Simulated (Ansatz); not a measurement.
**Structure types of Na compared at 22 GPa**

Structure types of Na are relaxed in primitive cells with their symmetry kept at 22 GPa, on PAW files; LAPW relaxes the small cells further and takes the PAW cell for the others (marked *). The enthalpy is E + pV at zero temperature, without zero-point motion. Only the types listed were tried, and differences under about 5 meV/atom are mesh noise.

Computed with Ansatz 0.2.0; functional LDA, scalar-relativistic. Settings: Fermi–Dirac smearing of 0.1 eV, no spin polarisation. Methods: LAPW: all electrons, basis error target 0.5 meV/atom; PAW: frozen-core files, cutoff 420 eV.

k meshes: fcc 16×16×16, bcc 17×17×17, hcp 15×15×8, hP4 10×10×6, omega 8×8×11, sc 15×15×15.

The PAW files were made under PBE.

**Question.** Which type is lowest in enthalpy, and by how much?

**Answer.** bcc, 0 meV/atom below fcc, which is within the noise of the k meshes. The whole table:

```
start type         ends as          a, b, c (Å)  V (Å³/atom)  H − H(lowest), LAPW (meV/atom)  same, PAW
       fcc      fcc, Fm-3m  4.082, 4.082, 4.082        17.00                             0.2        0.2
       bcc      bcc, Im-3m  3.240, 3.240, 3.240        17.00                             0.0        0.0
       hcp   hcp, P6_3/mmc  2.888, 2.888, 4.709        17.01                             3.5        3.6
      hP4*  dhcp, P6_3/mmc  2.903, 2.903, 9.320        17.00                             0.6        0.6
     omega   omega, P6/mmm  4.630, 4.630, 2.748        17.00                            17.2       17.2
        sc       sc, Pm-3m  2.571, 2.571, 2.571        16.99                           176.5      176.5
```
